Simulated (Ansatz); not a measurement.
Given:

SnBi:
```cif
data_BiSn
_chemical_formula_sum 'Sn1 Bi1'
_space_group_name_H-M_alt 'P 1'
_space_group_IT_number 1
_cell_length_a 4.55407
_cell_length_b 4.55407
_cell_length_c 4.55407
_cell_angle_alpha 97.167
_cell_angle_beta 97.167
_cell_angle_gamma 138.631
loop_
_space_group_symop_operation_xyz
  'x, y, z'
loop_
_atom_site_label
_atom_site_type_symbol
_atom_site_fract_x
_atom_site_fract_y
_atom_site_fract_z
_atom_site_occupancy
Sn1 Sn 0.00000 0.00000 0.00000 1
Bi1 Bi 0.75000 0.25000 0.50000 1
```

This is the LDA-relaxed structure.

Q: All from plane-wave PAW LDA (Ansatz code), unless another level is named. Give the density of states at the Fermi level.

A: 0.52 states/eV per atom (mean over ±0.08 eV).

Q: Give the formation energy from the elements (no fitted shifts).

A: 0.031 eV/atom.

Space group I-4m2. The first step of the workflow began from a Materials Project structure, measured or hypothetical; the Crystallography Open Database copy checked does not list it. With Sn and Bi taken as one species the cell has the higher symmetry I4_1/amd, so it may be an ordered model of a mixed-site phase. Its standing as an ambient phase is unchecked. Symmetry was held in the LDA relaxation; whether a distortion lowers the energy is not shown. The references are the lowest solids computed at this level, not always the standard phases. Spin–orbit coupling is left out wherever it is not named.

Potentials: the later of the program's two PAW sets.
